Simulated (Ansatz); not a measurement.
## Notes on ScCo$_{3}$B$_{2}$

```
Sc B Co
1.0
     4.94021    0.01774   -0.09895
    -2.51571    4.13124    3.04945
     2.39377   -4.14806    2.97413
Sc B Co
2 4 6
Direct
  0.01000 0.03848 0.01203
  0.98091 0.49670 0.50290
  0.31461 0.81317 0.16468
  0.32534 0.33167 0.66504
  0.68205 0.68489 0.33268
  0.66723 0.16030 0.83235
  0.51321 0.24878 0.24255
  0.50877 0.76338 0.76155
  0.48012 0.49927 0.02615
  0.46441 0.99197 0.49721
  0.01477 0.49477 0.99511
  0.00770 0.01207 0.50218
```

Level: m-r2SCAN, no spin polarisation; 500 eV; 4×4×4 Γ-centred mesh; fermi-dirac occupations (width 0.0113 eV); Ansatz 0.2.0, fixed geometry.

(1) Is the cell too large or too small?

(2) Where is the largest force?

(3) Is there a gap?

(4) Give the Bader charges.

Origin: a strained cell with displaced atoms, so it need not be a known compound. Caveats: no spin polarisation, so a magnetic state may lie lower; the k mesh is coarse if the cell is a metal; atoms or cell far from equilibrium; m-r2SCAN is r2SCAN with a changed spin dependence that lowers moments.

## Answers

(1) The pressure is -2.8 GPa (compression positive), so with the atoms held at these fractions the cell would first shrink; the forces are large, so a full relaxation may end otherwise. The principal stresses -11.6, 0.6, 2.5 GPa differ, so its shape would change too.

(2) The largest is on Co10: 2.56 eV/Å, components (2.49, -0.54, 0.25). It makes 133° with the line to a nearest neighbour, B3 at 1.97 Å.

(3) It is a metal, with about 7.7 states/eV a cell as the mean within 0.25 eV of the Fermi level, mostly Co d (74 %).

(4) Bader charges in e: Sc +1.62, Co -0.29 to -0.22, B -0.47 to -0.35. In the mean Sc gives up most and B takes most.
